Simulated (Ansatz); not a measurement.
ReW:
```xyz
2
Lattice="3.1182 0.0000 0.0000 0.0000 3.1182 0.0000 0.0000 0.0000 3.1182" Properties=species:S:1:pos:R:3 pbc="T T T"
W      0.0000     0.0000     0.0000
Re     1.5591     1.5591     1.5591
```

Relaxed with PBEsol. Special points in fractions of this cell's reciprocal vectors: Γ (0.000, 0.000, 0.000); X (0.000, 0.500, 0.000); M (0.500, 0.500, 0.000); R (0.500, 0.500, 0.500).

Question: List the band energies nearest the Fermi level at these points for the program Ansatz at the PBEsol with spin–orbit coupling level (PAW).

Answer: In eV from the Fermi level; about four levels below and three above (degenerate sets whole), none deeper than 8.9 eV; points with the same levels are listed once.

```tsv
k	below	above
Γ	-2.42 -2.42 -2.42 -2.42 -1.85 -1.85	1.42 1.42 1.42 1.42
X	-0.76 -0.76 -0.03 -0.03	1.12 1.12 2.12 2.12
M	-4.56 -4.56 -4.50 -4.50	0.06 0.06 0.07 0.07
R	-3.47 -3.47 -3.47 -3.47	1.69 1.69 1.69 1.69
```

Space group Pm-3m (CsCl type). A made-up cell: these elements were put on the sites of a structure type; neither database checked (COD, Materials Project) lists it. Whether it is the stable phase at ambient conditions was not checked. Symmetry was held in the PBEsol relaxation; whether a distortion lowers the energy is not shown. The run is not spin-polarised.

Potentials: the later of the program's two PAW sets.
